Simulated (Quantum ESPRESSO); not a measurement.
## HfIn3Sc2Y2 in 6 site orders

Calculated results; nothing here was measured. They come from Quantum ESPRESSO 7.5, a public plane-wave density functional program. Each row is one single-point run on a made-up periodic cell of eight metal atoms, with elements, volume, strain and displacements drawn at random and not relaxed, so a cell may be unstable or far from any real phase. There is no spin polarisation or spin-orbit coupling.

Settings: PBE unless stated; PseudoDojo standard norm-conserving files; Fermi-Dirac width 0.25 eV, which means electrons at about 2900 K; cutoff 1061 eV; 7 x 4 x 2 k mesh shifted half a step off Gamma. E is the free energy of the whole cell (internal energy minus TS), so a -TS column is already part of it. Stress is positive in tension, and the pressure P is minus a third of its trace.

Checks: one run of this series was repeated at a higher cutoff and on a denser mesh, which moved values by no more than 0.025 eV, 0.30 GPa and 0.015 eV/Å, and a second program with other atomic files agreed on it to 2 % rms in force and 0.5 GPa in pressure. Known limits: heavy elements are run without spin-orbit coupling, which real alloys of them have; a spin test at this wide smearing found no moment, but such smearing suppresses magnetism that the real alloy may have.

The lattice is hexagonal close-packed, and the cell vectors in Å are (3.280, -0.008, 0.014); (-0.014, 5.822, 0.005); (0.047, 0.010, 10.916), a volume of 208.44 Å³. The runs put one composition on the same eight displaced sites in different orders. E is counted from run 1, and the rms force is over all 24 components. Nothing is relaxed, so E mixes bonding between neighbours with strain on unrelaxed sites, and it is not an ordering energy.

```
run,elements on sites 1 to 8,E (eV),-TS (eV),rms force (eV/Å),largest force (eV/Å),P (GPa)
1,Y In Sc Hf In In Sc Y,0.000,-1.798,0.352,1.25,-0.24
2,Y In In Sc Hf Sc Y In,-0.264,-1.710,0.540,1.77,?
3,Y Sc In Y In Hf Sc In,-0.471,-1.768,0.409,1.23,-1.11
4,Sc Y In Y Sc In In Hf,-0.054,-1.728,0.329,0.90,0.29
5,Hf In Y Sc In Sc In Y,-0.461,-1.716,0.216,0.50,-1.17
6,In Y Sc In Sc In Hf Y,-0.501,-1.789,0.386,1.21,-1.09
```

## Worked fit

A straight line through the runs shown gives P = 0.07 + 2.46 E GPa with E in eV, an error of 0.57 on the slope and a scatter of 0.28 GPa. At this fixed volume the orders of higher energy tend to have the higher pressure.

## Withheld value

Question: what pressure should run 2 give?

The fit gives -0.58 ± 0.31 GPa. The calculation gave -0.80 GPa.
